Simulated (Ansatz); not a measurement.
La$_{3}$Ge$_{5}$:
```
CELL_PARAMETERS angstrom
      0.00000     9.14362     7.21195
      3.05557     0.00000     7.21195
      3.05557     9.14362     0.00000
ATOMIC_POSITIONS crystal
  La 0.47426 0.14016 0.36298
  La 0.14016 0.47426 0.02260
  La 0.22740 0.88702 0.10984
  La 0.88702 0.22740 0.77574
  La 0.55137 0.55137 0.44863
  La 0.80137 0.80137 0.69863
  Ge 0.45752 0.81857 0.21804
  Ge 0.81857 0.45752 0.50587
  Ge 0.74413 0.03196 0.43143
  Ge 0.03196 0.74413 0.79248
  Ge 0.61176 0.31474 0.73963
  Ge 0.31474 0.61176 0.33387
  Ge 0.91613 0.51037 0.93526
  Ge 0.51037 0.91613 0.63824
  Ge 0.98998 0.98998 0.01002
  Ge 0.23998 0.23998 0.26002
```

This is the PBE-relaxed structure.

Q: All from plane-wave PAW PBE (Ansatz code), unless another level is named. Give the electronic character.

A: metallic (no gap).

Q: What about the formation energy from the elements (no fitted shifts)?

A: -0.77 eV/atom.

Q: And the density of states at the Fermi level?

A: 0.56 states/eV per atom (mean over ±0.08 eV).

Space group Fdd2. The first step of the workflow began from a Materials Project structure, measured or hypothetical; the Crystallography Open Database copy checked does not list it. Its standing as an ambient phase is unchecked. The cell was relaxed with PBE under the symmetry of its start; whether a distortion lowers the energy is not shown. The references are the lowest solids computed at this level, not always the standard phases. Scalar-relativistic: spin–orbit coupling is off unless named, which matters more the heavier the elements.

Potentials: the later of the program's two PAW sets.
